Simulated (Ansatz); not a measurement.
**Ti, first-principles data**

Ti:
```
Ti
1.0
    0.00000     3.01433     3.01433
    3.01433     0.00000     3.01433
    3.01433     3.01433     0.00000
Ti
2
Direct
  0.00000   0.00000   0.00000
  0.25000   0.25000   0.25000
```
The run is spin-polarised; directions of the spins, atom by atom: ↑ ↑.

Space group Fd-3m (No. 227), diamond; conventional cell a = 6.0287 Å, b = 6.0287 Å, c = 6.0287 Å, α = 90.00°, β = 90.00°, γ = 90.00°.

Method: PBE (plane waves, PAW; program Ansatz). The cell and atoms are relaxed at this level. Other levels are named where they apply.

Cell and energy:

```yaml
volume_per_atom: 27.39 Å³
density: 2.90 g/cm³
```

Electronic structure:

```yaml
electronic_character: metallic (no gap)
Density of states at the Fermi level: 1.9 states/eV per atom (mean over ±0.08 eV)
```

Magnetism:

```yaml
magnetic_order: ferromagnetic
net_moment: 2.28 μB per atom
```

Mechanics:

```yaml
Bulk modulus (Birch–Murnaghan fit): 22.7 GPa
Pressure derivative B′: 3.1
```

The start of the workflow was typed in or built on a structure type; neither database checked (COD, Materials Project) lists it. It is not the phase usual at ambient conditions (space group No. 194). The PBE relaxation kept the symmetry of its start; its stability against distortions is not shown here. Spin order of the final state: ferromagnetic, chosen from 4 collinear starts compared on coarse meshes (ties went to the first, and starts can fall back to one state), not a proven ground state.

Potentials: the later of the program's two PAW sets.
